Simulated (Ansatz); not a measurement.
ZrB2:
Space group P6/mmm (No. 191); a = b = 3.155 Å, c = 3.507 Å, α = β = 90.00°, γ = 120.00°

| atom | site | symmetry | x | y | z |
|---|---|---|---|---|---|
| Zr | 1a | 6/mmm | 0.0000 | 0.0000 | 0.0000 |
| B | 2d | -6m2 | 0.3333 | 0.6667 | 0.5000 |

Relaxed with PBEsol.

Which orbitals make up the states near the Fermi level in the program Ansatz at the PBEsol level (PAW)?

Within 0.5 eV of the Fermi level: Zr 4d 72 %, B 2p 25 %. Projections are on Löwdin-orthogonalised atomic valence shells; empty p or d shells of many metals are not among them.

Tabulate the density of states.

States/eV per cell of 3 atoms, in 0.25 eV bins, energy from the Fermi level.

```csv
E (eV),total,Zr 4d,B 2p,B 2s
-7.85,0.69,0.13,0.33,0.20
-7.60,0.66,0.12,0.33,0.18
-7.35,0.64,0.11,0.33,0.17
-7.10,0.61,0.11,0.33,0.15
-6.85,0.56,0.10,0.30,0.12
-6.60,0.55,0.11,0.31,0.11
-6.35,0.57,0.11,0.32,0.09
-6.10,0.60,0.12,0.35,0.08
-5.85,0.66,0.13,0.40,0.08
-5.60,0.83,0.16,0.52,0.08
-5.35,0.85,0.16,0.55,0.06
-5.10,0.89,0.16,0.62,0.05
-4.85,1.40,0.26,0.99,0.06
-4.60,1.37,0.31,0.94,0.06
-4.35,1.03,0.24,0.68,0.05
-4.10,1.25,0.34,0.80,0.05
-3.85,1.52,0.46,0.95,0.04
-3.60,1.98,0.64,1.21,0.03
-3.35,2.71,0.82,1.71,0.04
-3.10,1.79,0.56,1.12,0.03
-2.85,1.28,0.46,0.77,0.01
-2.60,1.77,0.76,0.93,0.02
-2.35,1.72,0.78,0.86,0.01
-2.10,1.35,0.72,0.57,0.01
-1.85,0.96,0.63,0.30,0.00
-1.60,0.80,0.54,0.24,0.00
-1.35,0.66,0.46,0.19,0.00
-1.10,0.52,0.37,0.13,0.00
-0.85,0.39,0.29,0.09,0.00
-0.60,0.24,0.18,0.05,0.00
-0.35,0.15,0.11,0.03,0.00
-0.10,0.20,0.15,0.05,0.00
0.15,0.35,0.25,0.09,0.00
0.40,0.44,0.31,0.12,0.00
0.65,0.58,0.41,0.15,0.00
0.90,0.68,0.48,0.18,0.00
1.15,0.83,0.57,0.23,0.01
1.40,1.03,0.69,0.29,0.02
1.65,1.35,0.81,0.41,0.08
1.90,1.20,0.79,0.31,0.05
2.15,1.14,0.78,0.27,0.04
2.40,1.13,0.81,0.24,0.04
2.65,1.30,0.95,0.25,0.05
2.90,1.32,0.96,0.26,0.05
3.15,1.28,0.93,0.24,0.05
3.40,1.36,0.97,0.27,0.06
3.65,1.57,1.11,0.32,0.07
3.90,1.74,1.21,0.36,0.09
4.15,1.82,1.25,0.36,0.12
4.40,1.88,1.29,0.34,0.15
4.65,1.87,1.29,0.32,0.16
```

The PBEsol relaxation kept the symmetry of its start; of distortions, only those at the zone centre were tested. No spin polarisation was allowed. Spin–orbit coupling is left out wherever it is not named.

Potentials: the later of the program's two PAW sets.
